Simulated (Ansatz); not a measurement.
LaNiO$_{3}$:
```
CELL_PARAMETERS angstrom
      3.78035     0.00000     0.00000
      0.00000     3.78035     0.00000
      0.00000     0.00000     3.78035
ATOMIC_POSITIONS crystal
  La 0.50000 0.50000 0.50000
  Ni 0.00000 0.00000 0.00000
  O  0.50000 0.00000 0.00000
  O  0.00000 0.50000 0.00000
  O  0.00000 0.00000 0.50000
```

Relaxed with PBEsol. Special points in fractions of this cell's reciprocal vectors: Γ (0.000, 0.000, 0.000); X (0.000, 0.500, 0.000); M (0.500, 0.500, 0.000); R (0.500, 0.500, 0.500).

**Question.** List the band energies nearest the Fermi level at these points for PBEsol (plane waves, PAW; program Ansatz).

**Answer.** In eV from the Fermi level; about four levels below and three above (degenerate sets whole), none deeper than 8.9 eV; points with the same levels are listed once.

| k | below | above |
|---|---|---|
| Γ | -1.21 -1.21 -1.21 -1.14 -1.14 | 2.61 2.61 3.81 |
| X | -2.08 -2.08 -1.13 -0.39 -0.39 | 0.92 3.51 3.78 |
| M | -0.63 -0.59 -0.59 -0.28 | 3.04 3.52 3.52 |
| R | -1.14 -1.14 -1.14 -0.10 -0.10 -0.10 | 3.04 3.04 3.68 3.68 3.68 |

Space group Pm-3m (cubic perovskite). The first step of the workflow began from a Materials Project structure, measured or hypothetical; the Crystallography Open Database copy checked does not list it. COD files the formula under space group No. 167. Its standing as an ambient phase is unchecked. The PBEsol relaxation kept the symmetry of its start; whether a distortion lowers the energy is not shown. The workflow began spin-polarised and lost its moments. No Hubbard U is applied. The compound may be a true metal, but semilocal functionals without U, or a wrong spin order, can also close a gap. Scalar-relativistic: spin–orbit coupling is off unless named, which matters more the heavier the elements.

Potentials: the later of the program's two PAW sets.
